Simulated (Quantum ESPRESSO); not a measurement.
# Where does Ge sit best among Si sites?

Calculated results; nothing here was measured. They come from pw.x of Quantum ESPRESSO 7.5, a plane-wave density functional program, with PseudoDojo standard norm-conserving files (v0.5 for PBE, v0.4.1 for LDA and PBEsol). The cells are made up: elements, strain and atom displacements were drawn at random, and nothing was relaxed. There is no spin polarisation, spin-orbit coupling or dispersion term.

The cell has 8 sites of a zincblende or diamond lattice. Sites 1 to 4 hold Si Si N Ge; sites 5 to 8 hold X X X X. Cell vectors in Å: (5.298, -0.085, 0.042); (-0.085, 5.346, -0.037); (0.042, -0.037, 5.412). Settings: PBE, cutoff 1143 eV, 6 x 6 x 6 k mesh shifted by half a step, Fermi-Dirac smearing of 0.1 eV.

In each run one of the sites marked X holds Ge and the others hold Si; cell and positions stay the same. E is the free energy of the cell.

```
site of the guest  first shell  mean distance (Å)  E above the lowest (eV)  P (GPa)  force on the guest (eV/Å)
                5       GeNSi2              2.264                    0.282     2.43                      5.042
                6       GeNSi2              2.371                    0.010     1.98                      3.117
                7       GeNSi2              2.360                    0.000     1.97                      2.056
                8       GeNSi2              2.290                    0.196     2.33                      2.740
```

A rerun of one of these cells at 1437 eV and k mesh 8 x 8 x 8 moved values by no more than 0.008 eV in the cell's energy, 0.02 GPa in stress and 0.010 eV/Å in force.

## Reading the table

Sites 7 and 6 are too close to be ranked against the rerun's bound. A straight line of energy against the mean distance has a slope of -2.6 ± 0.3 eV/Å, so the guest costs less on the roomier sites. The positions are random and not relaxed, so the differences hold for this frozen cell and are not site preferences of a real crystal.